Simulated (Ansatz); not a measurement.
**A trial form of Ge₂F**

Theory: Ansatz, DFT PBE, scalar-relativistic, plane waves, PAW. Cutoff 420 eV, Gaussian smearing, Γ-centred meshes. Cell and atoms relax first on a coarse mesh and then on a finer one. In between, the cell is made exact in the group found at 0.06 Å. In metals the finer mesh still leaves noise of several meV/atom or more. The steps can't lower the symmetry of their start. No spin polarisation.

Recipe of this trial structure of Ge₂F: random cell by space group and Wyckoff sites (Fm-3m, No. 225). Its size is a rough estimate.

```yaml
crystal:
  lattice:
    - [0.00000, 3.02974, 3.02974]
    - [3.02974, 0.00000, 3.02974]
    - [3.02974, 3.02974, 0.00000]
  atoms:
    - { symbol: Ge, position: [0.25000, 0.25000, 0.25000] }
    - { symbol: Ge, position: [0.75000, 0.75000, 0.75000] }
    - { symbol: F, position: [0.50000, 0.50000, 0.50000] }
```

Energies over the elements count from the elements' standard structures at the same level (F₂ as a molecule), with no fitted energy shifts.

Question: Describe the relaxed structure.

Answer: The symmetry stays Fm-3m (No. 225). The end has the anti-fluorite type. The volume per atom shrinks by 2.2 %, from 18.5 to 18.1 Å³. The shortest distance goes from 2.62 Å (Ge–F) to 2.60 Å (Ge–F). Conventional cell: a = 6.015 Å. Ge is surrounded by 4 F at 2.60 Å and 6 Ge at 3.01 Å; F has 8 Ge at 2.60 Å (long contacts).

```
CELL_PARAMETERS angstrom
0.00000 3.00752 3.00752
3.00752 0.00000 3.00752
3.00752 3.00752 0.00000
ATOMIC_POSITIONS crystal
Ge 0.25000 0.25000 0.25000
Ge 0.75000 0.75000 0.75000
F 0.50000 0.50000 0.50000
```

Question: Give its energy and gap.

Answer: The energy over the elements is −0.10 eV/atom and the gap on the 14×14×14 mesh of the 3-atom cell is 0 eV (a metal).

The last run used Gaussian smearing of 0.10 eV. An odd number of electrons in the primitive cell allows no gap without spin; a larger cell or a magnetic state could open one. The cell is a metal run without spin; a magnetic state may lie lower. Symmetry constrained the relaxation, so the result can be a saddle point. Another cell of Ge2F relaxed alike, in P4_2/nmc, lies 0.47 eV/atom lower, so this cell isn't the stable form at this level.
